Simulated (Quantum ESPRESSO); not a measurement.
# Band energies of K₂AgAlCl₆

```
K2AgAlCl6
1.0
    0.00000     5.07254     5.07254
    5.07254     0.00000     5.07254
    5.07254     5.07254     0.00000
Al Cl K Ag
1 6 2 1
Direct
  0.00000   0.00000   0.00000
  0.76855   0.23145   0.23145
  0.23145   0.76855   0.76855
  0.23145   0.76855   0.23145
  0.76855   0.23145   0.76855
  0.23145   0.23145   0.76855
  0.76855   0.76855   0.23145
  0.75000   0.75000   0.75000
  0.25000   0.25000   0.25000
  0.50000   0.50000   0.50000
```

PBEsol (Quantum ESPRESSO, PseudoDojo norm-conserving, 82 Ry, scalar-relativistic); path ΓXWKΓLUWLK,UX; energies in eV from the valence-band maximum.

```csv
k (1/Å),point,band 37,band 38,band 39,band 40,band 41,band 42,band 43,band 44
0.00,Γ,-0.44,-0.44,-0.44,0.00,0.00,2.09,4.73,5.87
0.21,,-0.57,-0.57,-0.45,-0.30,0.00,2.57,5.04,6.07
0.62,X,-1.11,-0.56,-0.56,-0.46,0.00,4.45,6.26,6.56
0.62,W,-0.72,-0.62,-0.62,-0.56,-0.24,4.72,5.28,6.87
0.84,K,-0.77,-0.59,-0.59,-0.58,-0.16,4.59,5.27,6.69
1.28,,-0.61,-0.55,-0.49,-0.18,-0.10,2.61,5.07,5.73
1.50,Γ,-0.44,-0.44,-0.44,0.00,0.00,2.09,4.73,5.87
1.85,,-0.71,-0.71,-0.60,-0.23,-0.23,3.25,5.12,5.53
2.03,L,-0.75,-0.75,-0.68,-0.27,-0.27,4.02,4.41,6.00
2.22,,-0.69,-0.66,-0.63,-0.48,-0.25,4.27,4.72,6.24
2.41,U,-0.77,-0.59,-0.59,-0.58,-0.16,4.59,5.27,6.69
2.41,W,-0.72,-0.62,-0.62,-0.56,-0.24,4.72,5.28,6.87
2.56,,-0.65,-0.64,-0.61,-0.58,-0.25,4.52,5.03,6.52
2.85,L,-0.75,-0.75,-0.68,-0.27,-0.27,4.02,4.41,6.00
3.10,,-0.66,-0.63,-0.60,-0.59,-0.22,4.42,4.91,6.40
3.23,K,-0.77,-0.59,-0.59,-0.58,-0.16,4.59,5.27,6.69
3.23,U,-0.77,-0.59,-0.59,-0.58,-0.16,4.59,5.27,6.69
3.45,X,-1.11,-0.56,-0.56,-0.46,0.00,4.45,6.26,6.56
```

The PBEsol gap is direct, 2.09 eV at Γ.

Spin-orbit splittings are left out.

Geometry of the Materials Project entry, not relaxed at this level.

The structure is a Materials Project entry; no match was found in the copy of COD used, and its stability was not checked.
